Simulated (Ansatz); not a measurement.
Na (hcp (Mg type), P6_3/mmc) under volume change, the program Ansatz at the LDA level (PAW), shape and atoms relaxed at each volume.

```tsv
V (Å³/atom)	E − E(relaxed) (meV/atom)	P (GPa)
30.370	8.9	1.02
31.371	3.7	0.63
32.373	0.9	0.29
33.374	0.0	0.00
34.375	0.8	-0.26
35.376	___	___
36.378	___	___
```

Problem. Some entries are withheld; supply them.

Solution. 
- 35.376, E − E(relaxed) (meV/atom): 3.1
- 35.376, P (GPa): -0.48
- 36.378, E − E(relaxed) (meV/atom): 6.7
- 36.378, P (GPa): -0.67

Problem. What does a third-order Birch–Murnaghan fit give for V₀, B₀ and B′?

Solution. V₀ = 33.37 Å³/atom, B₀ = 9.1 GPa, B′ = 3.7.

The first step of the workflow began from a Materials Project structure, measured or hypothetical; the Crystallography Open Database files this formula in space group No. 194, but the cells were not matched. It is not the phase usual at ambient conditions (space group No. 229). The cell was relaxed with LDA under the symmetry of its start; its stability against distortions is not shown here.

Potentials: the earlier of the program's two PAW sets. The files were generated under PBE; for other functionals the program regenerates the frozen cores, and for LDA and PBEsol the local potential too.
